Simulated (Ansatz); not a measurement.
Ti2SnO6: phonons across the zone

Computed with DFT PBE, scalar-relativistic, plane waves, PAW (Ansatz 0.2.0). Settings: 420 eV plane-wave cutoff, Γ-centred 6×6×4 mesh, fixed occupations. No spin polarisation. Phonons by linear response, acoustic sum rule imposed.

Equilibrium structure at this level:
```yaml
crystal:
  lattice:
    - [5.03913, -2.84496, -0.01560]
    - [5.03913, 2.84496, -0.01560]
    - [-0.06646, 0.00000, 6.30755]
  atoms:
    - { symbol: Ti, position: [0.00179, 0.52800, 0.33627] }
    - { symbol: Ti, position: [0.47200, 0.99821, 0.66373] }
    - { symbol: Sn, position: [0.52334, 0.47666, 0.00000] }
    - { symbol: O, position: [0.58397, 0.14219, 0.86843] }
    - { symbol: O, position: [0.24773, 0.59324, 0.21890] }
    - { symbol: O, position: [0.16976, 0.26316, 0.53481] }
    - { symbol: O, position: [0.73684, 0.83024, 0.46519] }
    - { symbol: O, position: [0.85781, 0.41603, 0.13157] }
    - { symbol: O, position: [0.40676, 0.75227, 0.78110] }
```

It was reached by relaxing an invented guess, and it needn't be the stable form of this composition. Spin–orbit coupling is left out, which matters for heavy elements. The q mesh is coarse, so values between its points are rough.

Force constants from linear response on a 2×2×1 q mesh.

(1) Is the structure dynamically stable on this mesh?

(2) Give the frequencies (cm⁻¹; i marks imaginary ones) at the irreducible q points, in fractions of the reciprocal vectors, the Γ row without the LO field.

Results:

(1) Yes, on this mesh: no mode is imaginary. Between the mesh points the interpolation dips to 83i cm⁻¹.

(2)
| q | star | frequencies |
| --- | --- | --- |
| 0.000 0.000 0.000 | 1 | 0 0 0 72 76 110 147 149 179 191 223 229 270 276 289 330 393 445 446 464 526 630 702 730 731 896 919 |
| 0.000 -0.500 0.000 | 2 | 26 59 67 86 95 120 128 159 182 207 215 235 252 272 283 339 382 441 461 494 505 693 709 732 885 911 919 |
| -0.500 -0.500 0.000 | 1 | 31 64 66 93 94 116 130 137 170 210 218 233 268 272 298 335 397 428 452 478 536 630 694 733 879 908 922 |
